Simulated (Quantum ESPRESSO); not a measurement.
# B2GeO2N2: finding a planted mistake in a log

Simulated, not a measurement. The program is pw.x of Quantum ESPRESSO 7.5 (plane-wave density functional theory). The cell is made up: 7 atoms on a wurtzite lattice with one site empty, with randomly drawn elements, strain and displacements, not relaxed. PseudoDojo standard norm-conserving files (v0.5 for PBE, v0.4.1 for LDA and PBEsol) set the functional; there is no spin polarisation, spin-orbit coupling or dispersion term, and the masses in the input are unused placeholders.

Intended input:

```
&control calculation='scf', pseudo_dir='./dojo.nc.sr.pbe.v0_5.standard.upf', outdir='./o', disk_io='medium', tprnfor=.true., tstress=.true. /
&system ibrav=0, nat=7, ntyp=4, nbnd=27, ecutwfc=84.00895049, nosym=.true., tot_charge=0,
 occupations='smearing', smearing='fd', degauss=0.0018374661
/
&electrons conv_thr=7.350e-09, electron_maxstep=60, /
ATOMIC_SPECIES
B 1.0 B.upf
Ge 1.0 Ge.upf
N 1.0 N.upf
O 1.0 O.upf
CELL_PARAMETERS angstrom
2.7659 0.0157 0.0105
0.0272 4.8809 -0.0231
0.0172 -0.0218 4.6106
ATOMIC_POSITIONS angstrom
B 0.0884 0.0731 0.1816
B 1.4827 0.7945 2.2672
Ge -0.0179 3.209 2.3876
O 0.025 -0.0076 1.7262
N 1.3437 2.3833 1.729
N 1.4057 0.9014 4.063
O 0.0558 3.3045 3.9383
K_POINTS automatic
6 4 4 1 1 1
```

The log is shortened where brackets say so; the opening notice, blank lines, dates and the lines on written files are dropped, and the path of the files is cut. It prints rydbergs, bohrs and kilobars, and counts compression as positive stress. Where no state is partly filled, the Fermi energy that it prints is only some level between the filled and the empty states on the mesh, and need not lie in the true gap.

Log of the intended run:

```
     Program PWSCF v.7.5
     Parallel version (MPI & OpenMP), running on       1 processor cores
     Number of MPI processes:                 1
     Threads/MPI process:                     1
     [start-up lines left out]
     bravais-lattice index     =            0
     lattice parameter (alat)  =       5.2269  a.u.
     unit-cell volume          =     420.0111 (a.u.)^3
     number of atoms/cell      =            7
     number of atomic types    =            4
     number of electrons       =        42.00
     number of Kohn-Sham states=           27
     kinetic-energy cutoff     =      84.0090  Ry
     charge density cutoff     =     336.0358  Ry
     scf convergence threshold =      7.3E-09
     mixing beta               =       0.7000
     number of iterations used =            8  plain     mixing
     Exchange-correlation= PBE
                           (   1   4   3   4   0   0   0)
     [axes and pseudopotential details left out]
   Cartesian axes
     site n.     atom                  positions (alat units)
         1        B      tau(   1) = (   0.0319599   0.0264284   0.0656552  )
         2        B      tau(   2) = (   0.5360517   0.2872416   0.8196779  )
         3        Ge     tau(   3) = (  -0.0064715   1.1601740   0.8632070  )
         4        O      tau(   4) = (   0.0090384  -0.0027477   0.6240861  )
         5        N      tau(   5) = (   0.4857980   0.8616524   0.6250984  )
         6        N      tau(   6) = (   0.5082133   0.3258899   1.4689270  )
         7        O      tau(   7) = (   0.0201738   1.1947008   1.4238433  )
     number of k points=    48  Fermi-Dirac smearing, width (Ry)=  0.0018
                       cart. coord. in units 2pi/alat
        k(    1) = (   0.0826490   0.0707309   0.0750154), wk =   0.0416667
        k(    2) = (   0.0820756   0.0714439   0.2249994), wk =   0.0416667
     [further k points left out]
     Dense  grid:    43679 G-vectors     FFT dimensions: (  32,  54,  54)
     Estimated max dynamical RAM per process >      52.20 MB
     Initial potential from superposition of free atoms
     starting charge      41.9987, renormalised to      42.0000
     Starting wfcs are   33 randomized atomic wfcs
     total cpu time spent up to now is        5.9 secs
     per-process dynamical memory:    40.6 Mb
     Self-consistent Calculation
     iteration #  1     ecut=    84.01 Ry     beta= 0.70
     Davidson diagonalization with overlap
     ethr =  1.00E-02,  avg # of iterations =  2.9
     total cpu time spent up to now is       15.2 secs
     total energy              =    -296.95802967 Ry
     estimated scf accuracy    <       1.68736992 Ry
     iteration #  2     ecut=    84.01 Ry     beta= 0.70
     Davidson diagonalization with overlap
     ethr =  4.02E-03,  avg # of iterations =  3.5
     total cpu time spent up to now is       25.3 secs
     total energy              =    -296.50699097 Ry
     estimated scf accuracy    <       5.74399594 Ry
     [iterations 3 to 11 left out]
     iteration # 12     ecut=    84.01 Ry     beta= 0.70
     Davidson diagonalization with overlap
     ethr =  3.60E-10,  avg # of iterations =  4.2
     total cpu time spent up to now is      118.7 secs
     total energy              =    -297.74356832 Ry
     estimated scf accuracy    <       0.00000010 Ry
     iteration # 13     ecut=    84.01 Ry     beta= 0.70
     Davidson diagonalization with overlap
     ethr =  2.28E-10,  avg # of iterations =  2.0
     total cpu time spent up to now is      126.7 secs
     End of self-consistent calculation
     [lines on levels left out]
     the Fermi energy is    10.3318 ev
!    total energy              =    -297.74356832 Ry
     estimated scf accuracy    <          5.9E-09 Ry
     smearing contrib. (-TS)   =      -0.00000000 Ry
     internal energy E=F+TS    =    -297.74356832 Ry
     The total energy is F=E-TS. E is the sum of the following terms:
     one-electron contribution =    -125.10614400 Ry
     hartree contribution      =      91.26645165 Ry
     xc contribution           =     -77.45809099 Ry
     ewald contribution        =    -186.44578498 Ry
     convergence has been achieved in  13 iterations
     Forces acting on atoms (cartesian axes, Ry/au):
     atom    1 type  1   force =    -0.01956913    0.05750143   -0.29222522
     atom    2 type  1   force =    -0.02730624    0.17160686    0.16221403
     atom    3 type  2   force =    -0.04860551   -0.14747875   -0.13093374
     atom    4 type  4   force =    -0.00328411    0.14084866   -0.10033177
     atom    5 type  3   force =     0.06532269   -0.19288208   -0.02979862
     atom    6 type  3   force =     0.01686920   -0.18556755    0.01136023
     atom    7 type  4   force =     0.01657309    0.15597142    0.37971509
     Total force =     0.680263     Total SCF correction =     0.000226
     Computing stress (Cartesian axis) and pressure
          total   stress  (Ry/bohr**3)                   (kbar)     P=       55.71
   0.00099335   0.00000773   0.00007812          146.13        1.14       11.49
   0.00000773  -0.00034877   0.00027324            1.14      -51.31       40.19
   0.00007812   0.00027324   0.00049164           11.49       40.19       72.32
     init_run     :      5.59s CPU      5.72s WALL (       1 calls)
     electrons    :    106.57s CPU    120.87s WALL (       1 calls)
     forces       :      1.14s CPU      1.16s WALL (       1 calls)
     stress       :      5.30s CPU      5.34s WALL (       1 calls)
     [timing details left out]
     PWSCF        :   1m58.78s CPU   2m13.32s WALL
     JOB DONE.
```

A second run was made from an input with one planted mistake. Its log:

```
     Program PWSCF v.7.5
     Parallel version (MPI & OpenMP), running on       1 processor cores
     Number of MPI processes:                 1
     Threads/MPI process:                     1
     [start-up lines left out]
     bravais-lattice index     =            0
     lattice parameter (alat)  =       5.2269  a.u.
     unit-cell volume          =     420.0111 (a.u.)^3
     number of atoms/cell      =            7
     number of atomic types    =            4
     number of electrons       =        42.00
     number of Kohn-Sham states=           45
     kinetic-energy cutoff     =      84.0090  Ry
     charge density cutoff     =     336.0358  Ry
     scf convergence threshold =      7.3E-09
     mixing beta               =       0.7000
     number of iterations used =            8  plain     mixing
     Exchange-correlation= PBE
                           (   1   4   3   4   0   0   0)
     [axes and pseudopotential details left out]
   Cartesian axes
     site n.     atom                  positions (alat units)
         1        B      tau(   1) = (   0.0319599   0.0264284   0.0656552  )
         2        B      tau(   2) = (   0.5360517   0.2872416   0.8196779  )
         3        Ge     tau(   3) = (  -0.0064715   1.1601740   0.8632070  )
         4        O      tau(   4) = (   0.0090384  -0.0027477   0.6240861  )
         5        N      tau(   5) = (   0.4857980   0.8616524   0.6250984  )
         6        N      tau(   6) = (   0.5082133   0.3258899   1.4689270  )
         7        O      tau(   7) = (   0.0201738   1.1947008   1.4238433  )
     number of k points=    48  Fermi-Dirac smearing, width (Ry)=  0.0514
                       cart. coord. in units 2pi/alat
        k(    1) = (   0.0826490   0.0707309   0.0750154), wk =   0.0416667
        k(    2) = (   0.0820756   0.0714439   0.2249994), wk =   0.0416667
     [further k points left out]
     Dense  grid:    43679 G-vectors     FFT dimensions: (  32,  54,  54)
     Estimated max dynamical RAM per process >      59.96 MB
     Initial potential from superposition of free atoms
     starting charge      41.9987, renormalised to      42.0000
     Starting wfcs are   33 randomized atomic wfcs +   12 random wfcs
     total cpu time spent up to now is        8.5 secs
     per-process dynamical memory:    34.8 Mb
     Self-consistent Calculation
     iteration #  1     ecut=    84.01 Ry     beta= 0.70
     Davidson diagonalization with overlap
     ethr =  1.00E-02,  avg # of iterations =  6.4
     total cpu time spent up to now is       34.8 secs
     total energy              =    -297.01680937 Ry
     estimated scf accuracy    <       1.62803747 Ry
     iteration #  2     ecut=    84.01 Ry     beta= 0.70
     Davidson diagonalization with overlap
     ethr =  3.88E-03,  avg # of iterations =  2.0
     total cpu time spent up to now is       50.7 secs
     total energy              =    -296.53338228 Ry
     estimated scf accuracy    <       5.98562209 Ry
     [iterations 3 to 10 left out]
     iteration # 11     ecut=    84.01 Ry     beta= 0.70
     Davidson diagonalization with overlap
     ethr =  8.98E-10,  avg # of iterations =  1.6
     total cpu time spent up to now is      190.0 secs
     total energy              =    -297.78027324 Ry
     estimated scf accuracy    <       0.00000002 Ry
     iteration # 12     ecut=    84.01 Ry     beta= 0.70
     Davidson diagonalization with overlap
     ethr =  5.78E-11,  avg # of iterations =  2.0
     total cpu time spent up to now is      210.4 secs
     End of self-consistent calculation
     [lines on levels left out]
     the Fermi energy is    10.7437 ev
!    total energy              =    -297.78027325 Ry
     estimated scf accuracy    <          4.5E-09 Ry
     smearing contrib. (-TS)   =      -0.10079434 Ry
     internal energy E=F+TS    =    -297.67947891 Ry
     The total energy is F=E-TS. E is the sum of the following terms:
     one-electron contribution =    -125.10128298 Ry
     hartree contribution      =      91.30809506 Ry
     xc contribution           =     -77.44050602 Ry
     ewald contribution        =    -186.44578498 Ry
     convergence has been achieved in  12 iterations
     Forces acting on atoms (cartesian axes, Ry/au):
     atom    1 type  1   force =    -0.01717399    0.06045945   -0.26186004
     atom    2 type  1   force =    -0.02219407    0.15838799    0.14078611
     atom    3 type  2   force =    -0.05153439   -0.13005881   -0.16251961
     atom    4 type  4   force =    -0.00802080    0.13998558   -0.09804551
     atom    5 type  3   force =     0.06523723   -0.19305677   -0.02643982
     atom    6 type  3   force =     0.01666257   -0.18855613    0.01329204
     atom    7 type  4   force =     0.01702345    0.15283868    0.39478683
     Total force =     0.671504     Total SCF correction =     0.000266
     Computing stress (Cartesian axis) and pressure
          total   stress  (Ry/bohr**3)                   (kbar)     P=       89.50
   0.00125147   0.00005071   0.00007890          184.10        7.46       11.61
   0.00005071  -0.00025941   0.00027496            7.46      -38.16       40.45
   0.00007890   0.00027496   0.00083312           11.61       40.45      122.56
     init_run     :      6.81s CPU      8.34s WALL (       1 calls)
     electrons    :    189.04s CPU    201.94s WALL (       1 calls)
     forces       :      2.11s CPU      2.13s WALL (       1 calls)
     stress       :      7.83s CPU      7.86s WALL (       1 calls)
     [timing details left out]
     PWSCF        :   3m26.09s CPU   3m41.48s WALL
     JOB DONE.
```

Question: what was wrong in the second input?

Answer: the smearing is too wide. The input lines that differ, file-writing options aside:

```
- &system ibrav=0, nat=7, ntyp=4, nbnd=27, ecutwfc=84.00895049, nosym=.true., tot_charge=0,
+ &system ibrav=0, nat=7, ntyp=4, nbnd=45, ecutwfc=84.00895049, nosym=.true., tot_charge=0,
-  occupations='smearing', smearing='fd', degauss=0.0018374661
+  occupations='smearing', smearing='fd', degauss=0.0514490510
```

|  | intended run | run with the mistake |
| --- | --- | --- |
| free energy (eV) | -4051.008 | -4051.507 |
| smearing term -TS (eV) | 0.0000 | -1.3714 |
| pressure (GPa) | 5.57 | 8.95 |
| largest force component (eV/Å) | 9.763 | 10.150 |
| largest change of a force component (eV/Å) |  | 0.812 |
| iterations | 13 | 12 |

For scale, a rerun of the intended cell at 1437 eV and a 8 x 6 x 6 mesh moved values by no more than 0.002 eV in energy, 0.06 GPa in stress and 0.008 eV/Å in force. The number of bands, nbnd, was set by rule from the electron count and the smearing, so it follows the mistake.